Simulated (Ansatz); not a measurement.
A: BN (h-BN type, space group P6_3/mmc), a = 2.4998 Å, b = 2.4998 Å, c = 6.4129 Å, α = 90.00°, β = 90.00°, γ = 120.00°
B: SnS (GeS type, space group Pnma), a = 10.9125 Å, b = 3.9536 Å, c = 4.1105 Å, α = 90.00°, β = 90.00°, γ = 90.00°
C: TiS$_{2}$ (CdI2 type), a = b = 3.2979 Å, c = 5.3399 Å, α = β = 90.00°, γ = 120.00°
D: C (graphite type, space group P6_3/mmc), a = b = 2.4581 Å, c = 6.5649 Å, α = β = 90.00°, γ = 120.00°

Scan: energy against volume (even scaling of the relaxed cell, symmetry kept). One method and one kind of scan serve all of them; meshes and ranges differ. All were relaxed with their symmetry unable to fall. The PAW data are Ansatz's earlier set. TiS2 is run without spin polarisation.

Question: Rank these by bulk modulus at fixed cell shape (fitted) (lowest first), as PBEsol-D3(BJ) (plane waves to 420 eV, PAW, scalar-relativistic; Ansatz, a quantum-chemistry and plane-wave program) gives it.

Answer: B (49.7 GPa), C (60.5 GPa), A (255 GPa), D (303 GPa)

(A scan under strain: stresses follow from slopes of the energy per volume, elastic moduli from its curvatures.)
